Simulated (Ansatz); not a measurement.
Consider the following.

HfRh3:
```xyz
4
Lattice="-1.9925 1.9925 3.9076 1.9925 -1.9925 3.9076 1.9925 1.9925 -3.9076" Properties=species:S:1:pos:R:3 pbc="T T T"
Rh     0.0000     0.0000     3.9076
Rh     0.0000     1.9925     1.9538
Rh     1.9925     0.0000     1.9538
Hf     0.0000     0.0000     0.0000
```

This is the PBE-relaxed structure.

All from DFT-PBE in the program Ansatz with PAW potentials, unless another level is named. Give the formation energy from the elements (no fitted shifts).

-58 kJ/mol-atom.

And the density of states at the Fermi level?

1.1 states/eV per atom (mean over ±0.08 eV).

Space group I4/mmm. The cell is a constructed one: a structure type filled with these elements; neither database checked (COD, Materials Project) lists it. COD files the formula under space group No. 221. Its standing as an ambient phase is unchecked. Symmetry was held in the PBE relaxation; its stability against distortions is not shown here. The run is not spin-polarised. The references are the lowest solids computed at this level, not always the standard phases. Scalar-relativistic: spin–orbit coupling is off unless named, which matters more the heavier the elements.

Potentials: the earlier of the program's two PAW sets.
